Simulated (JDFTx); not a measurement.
System: MoSi2(101) (I4/mmm bulk; lattice of mp-2592, not re-optimised at this level), 1x1 cell of 9 atoms in 9 planes (Si outermost, slab composition Mo3Si6), area 13.53 Å² a face, 7.7 Å between the outermost planes in a cell 23.9 Å high; k mesh 8×8×1, Fermi width 0.01 Ha, no spin polarisation. Whether this polymorph is the ambient one wasn't checked.

Level of theory: PBE, GBRV ultrasoft potentials, plane waves to 20/100 Ha; code: JDFTx (a modified build). Liquid: linear PCM (GLSSA13), water, 2 M KF. Between zero charge and 0.31 V from it the run gives σ = 4.6 μC/cm², a mean capacitance of 15.0 μF/cm². The liquid has ε = 78.4, a 1:1 salt at 2 M with linear (Debye) response, and T = 298 K.

Worked example: the Debye length, the diffuse-layer capacitance, and the inner capacitance that is left when the two stand in series.

Each ion has density c = 2 × 6.022×10⁻⁴ = 1.204e-03 Å⁻³. λ² = ε kT / (8π (e²/4πε₀) c) with kT = 0.02568 eV and e²/4πε₀ = 14.40 eV Å gives λ = 2.15 Å; the log prints 2.15 Å. C_diffuse = ε₀ε/λ = 323 μF/cm². Then 1/C_inner = 1/15.0 − 1/323, so C_inner = 15.8 μF/cm², which equals a vacuum gap of ε₀/C_inner = 0.56 Å. The diffuse layer takes 5 % of the potential drop; the rest lies between the electrode's charge and the onset of the dielectric, with the electrode's own (quantum) capacitance in it. The split is a model: in the calculation solvent and ions share one smooth cavity.
